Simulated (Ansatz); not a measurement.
**Bond compression in VH₂**

```
V H
1.0
     0.00000    2.13550    2.13550
     2.13550    0.00000    2.13550
     2.13550    2.13550    0.00000
V H
1 2
Direct
  0.00000 0.00000 0.00000
  0.25000 0.25000 0.25000
  0.75000 0.75000 0.75000
```

The cell is entry 1538936 of the Crystallography Open Database, unrelaxed.

Its shortest bond, of 1.849 Å between atom 1 (V) and the nearest image of atom 2 (H), is scaled by moving both atoms along it, with the cell held and the other atoms too. The force apart is half the difference of the two atoms' forces along the bond; it holds the pull and push of their other neighbours too.

Computed with Ansatz 0.2.0; functional LDA, scalar-relativistic. Settings: a Γ-centred 11×11×11 k mesh, Fermi–Dirac smearing of 0.05 eV, spin-polarised from start moments V1 1.5 μB. Methods: LAPW: all electrons, basis error target 1 meV/atom; PAW: frozen-core files, cutoff 420 eV; norm-conserving: pseudopotentials, cutoff 1143 eV; PAW (cutoff 600 eV): frozen-core files, cutoff 600 eV.

Energies are extrapolated to zero smearing and count from the unscaled cell; pressure is positive in compression; gaps take the mesh and a band path. No temperature or zero-point motion is included.

The start moments died away, and the runs ended non-magnetic. The PAW files were made under PBE.

```
bond (Å)  force apart (eV/Å)  P LAPW (GPa)  ΔE LAPW (eV/atom)  P PAW − LAPW (GPa)  ΔE PAW − LAPW (meV/atom)  force PAW − LAPW (eV/Å)
   1.849                0.00        -16.18              0.000               -0.01                       0.0                    0.000
   1.572                   ?        -11.22              0.101               -0.01                      -0.3                   -0.004
   1.147               17.69          31.2              1.289               -0.27                      -1.6                   -0.058
```

(1) Fill in "force apart (eV/Å)" for the row "1.572".

(2) At the last bond length, how far do norm-conserving and PAW (cutoff 600 eV) lie from LAPW in pressure and in the largest force component?

(3) How do the Löwdin populations by LAPW change from the unscaled cell to the last row, on the two atoms of the bond?

## Answers

(1) 2.64.

(2) norm-conserving: -0.23 GPa, 0.036 eV/Å; PAW (cutoff 600 eV): -0.36 GPa, 0.049 eV/Å, on a LAPW pressure of 31.2 GPa.

(3) V1 4s 0.43 → 0.47, V1 3d 4.13 → 4.26, H2 1s 1.19 → 1.06 electrons an atom. These are projections on the shells that the free atoms fill; 0.10 e a cell lies outside them at the start and 0.10 e at the end.
